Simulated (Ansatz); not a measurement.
An elastic tensor (GPa, Voigt order, standard axes) from DFT-r²SCAN in the program Ansatz with PAW potentials:

```
  392  -12.9  -12.9    0.0    0.0    0.0
-12.9    392  -12.9    0.0    0.0    0.0
-12.9  -12.9    392    0.0    0.0    0.0
  0.0    0.0    0.0   -5.3    0.0    0.0
  0.0    0.0    0.0    0.0   -5.3    0.0
  0.0    0.0    0.0    0.0    0.0   -5.3
```

Q: Which of these materials gives this?
A. CaO, CsCl type
B. C, Pn-3m (C on 2a, C on 8e)
C. SiC, zinc blende

A: A, CaO, CsCl type

Space group Pm-3m (CsCl type). This is a known high-pressure phase of the composition, computed here at zero pressure and temperature. The cell was relaxed with r²SCAN under the symmetry of its start. At this level the phase is mechanically unstable.

Potentials: the earlier of the program's two PAW sets.
